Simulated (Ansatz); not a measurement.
ZrTa (L1₀ or tetragonal B2, P4/mmm), a = b = 2.9276 Å, c = 4.7826 Å, α = β = γ = 90.00°.

Relaxed with r²SCAN.

Q: Which orbitals make up the states near the Fermi level in the program Ansatz at the r²SCAN level (PAW)?

A: Within 0.5 eV of the Fermi level: Ta 5d 43 %, Zr 4d 43 %, outside the projected shells 6 %. Projections are on Löwdin-orthogonalised atomic valence shells; empty p or d shells of many metals are not among them.

Q: Tabulate the density of states.

A: States/eV per cell of 2 atoms, in 0.25 eV bins, energy from the Fermi level.

| E (eV) | total | Ta 5d | Zr 4d | Ta 6s |
|---|---|---|---|---|
| -7.30 | 0.00 | 0.00 | 0.00 | 0.00 |
| -7.05 | 0.04 | 0.00 | 0.00 | 0.02 |
| -6.80 | 0.09 | 0.00 | 0.00 | 0.05 |
| -6.55 | 0.12 | 0.00 | 0.00 | 0.06 |
| -6.30 | 0.15 | 0.00 | 0.00 | 0.08 |
| -6.05 | 0.19 | 0.00 | 0.00 | 0.10 |
| -5.80 | 0.23 | 0.01 | 0.01 | 0.13 |
| -5.55 | 0.28 | 0.01 | 0.01 | 0.16 |
| -5.30 | 0.31 | 0.02 | 0.02 | 0.18 |
| -5.05 | 0.33 | 0.02 | 0.03 | 0.19 |
| -4.80 | 0.37 | 0.03 | 0.04 | 0.20 |
| -4.55 | 0.44 | 0.05 | 0.06 | 0.22 |
| -4.30 | 0.65 | 0.11 | 0.16 | 0.27 |
| -4.05 | 0.69 | 0.12 | 0.19 | 0.25 |
| -3.80 | 0.77 | 0.14 | 0.24 | 0.23 |
| -3.55 | 1.18 | 0.32 | 0.41 | 0.23 |
| -3.30 | 1.61 | 0.57 | 0.55 | 0.22 |
| -3.05 | 1.85 | 0.73 | 0.63 | 0.19 |
| -2.80 | 1.72 | 0.78 | 0.58 | 0.10 |
| -2.55 | 2.07 | 1.08 | 0.70 | 0.05 |
| -2.30 | 2.21 | 1.20 | 0.78 | 0.03 |
| -2.05 | 2.28 | 1.21 | 0.86 | 0.02 |
| -1.80 | 2.12 | 1.11 | 0.87 | 0.02 |
| -1.55 | 1.93 | 1.06 | 0.77 | 0.01 |
| -1.30 | 2.52 | 1.35 | 1.02 | 0.02 |
| -1.05 | 2.02 | 1.04 | 0.82 | 0.03 |
| -0.80 | 2.36 | 1.27 | 0.86 | 0.06 |
| -0.55 | 2.83 | 1.59 | 0.90 | 0.10 |
| -0.30 | 2.71 | 1.21 | 1.12 | 0.09 |
| -0.05 | 2.78 | 1.12 | 1.24 | 0.08 |
| 0.20 | 2.68 | 1.12 | 1.20 | 0.08 |
| 0.45 | 2.20 | 0.86 | 1.03 | 0.07 |
| 0.70 | 2.30 | 0.76 | 1.24 | 0.05 |
| 0.95 | 1.55 | 0.53 | 0.77 | 0.04 |
| 1.20 | 1.09 | 0.44 | 0.47 | 0.04 |
| 1.45 | 1.09 | 0.51 | 0.43 | 0.05 |
| 1.70 | 1.71 | 0.88 | 0.68 | 0.04 |
| 1.95 | 2.28 | 1.25 | 0.90 | 0.03 |
| 2.20 | 2.31 | 1.29 | 0.90 | 0.03 |
| 2.45 | 2.40 | 1.35 | 0.93 | 0.03 |
| 2.70 | 2.33 | 1.27 | 0.93 | 0.03 |
| 2.95 | 1.99 | 1.02 | 0.84 | 0.03 |
| 3.20 | 1.69 | 0.66 | 0.90 | 0.02 |
| 3.45 | 1.61 | 0.50 | 0.97 | 0.01 |
| 3.70 | 1.71 | 0.70 | 0.89 | 0.02 |
| 3.95 | 1.55 | 0.66 | 0.78 | 0.02 |
| 4.20 | 1.57 | 0.65 | 0.81 | 0.02 |
| 4.45 | 1.61 | 0.66 | 0.84 | 0.03 |
| 4.70 | 1.92 | 0.76 | 1.04 | 0.03 |

The start of the workflow was typed in or built on a structure type; neither database checked (COD, Materials Project) lists it. Its standing as an ambient phase is unchecked. The cell was relaxed with r²SCAN under the symmetry of its start; its stability against distortions is not shown here. The run is not spin-polarised. Its formation energy is positive at this level, so the cell may be metastable or incomplete. Axis ratios of metals converge slowly with the k-mesh, so a and c are less sure than the volume. Spin–orbit coupling is left out wherever it is not named.

Potentials: the earlier of the program's two PAW sets.
